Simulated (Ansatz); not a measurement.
Relaxed Zr (hcp, Mg type):

```
CELL_PARAMETERS angstrom
      3.24591     0.00000     0.00000
     -1.62295     2.81104     0.00000
      0.00000     0.00000     5.15116
ATOMIC_POSITIONS crystal
  Zr 0.33333 0.66667 0.75000
  Zr 0.66667 0.33333 0.25000
```

In this cell atom 2 (Zr, nearest neighbour Zr at 3.185 Å; its periodic images, 3.2 Å or more away, move with it) is moved by s towards the nearest neighbour, unit vector (0.000, -0.588, -0.809); all other atoms and the cell stay fixed.

Level of theory: r2SCAN (plane waves to 500 eV, PAW, scalar-relativistic; Ansatz, an electronic-structure program). k mesh 13×13×7 (Γ-centred), Fermi-Dirac smearing 0.05 eV. Energies are smeared free energies. Left out: 1 of 11 points, with atoms too close for the PAW data. With partly filled bands, energies and forces of such displacements shift with the k mesh and the smearing. The PAW data are Ansatz's earlier set. Zr is run without spin polarisation. Zr was relaxed with its symmetry unable to fall. The zero of ΔE is the undisplaced structure.

Successive frames, forces in eV/Å:

```json
[
 {"frame": "s = 0.128 Å", "ΔE (meV/cell)": "23", "F on Zr1": "(0.000, -0.082, -0.430)", "F on Zr2": "(0.000, 0.082, 0.430)"},
 {"frame": "s = 0.000 Å", "ΔE (meV/cell)": "0", "F on Zr1": "(0.000, 0.000, 0.000)", "F on Zr2": "(0.000, 0.000, 0.000)"},
 {"frame": "s = -0.128 Å", "ΔE (meV/cell)": "23", "F on Zr1": "(0.000, 0.081, 0.430)", "F on Zr2": "(0.000, -0.081, -0.430)"}
]
```

Q: What are the energy and the forces in the next frame, s = -0.256 Å?

A: ΔE (meV/cell) = 108.

```tsv
atom	Fx	Fy	Fz
Zr1	0.000	0.154	1.058
Zr2	0.000	-0.154	-1.058
```

(For displaced atoms, the force is minus the slope of the energy, and its curvature is a force constant, which sets phonon frequencies.)
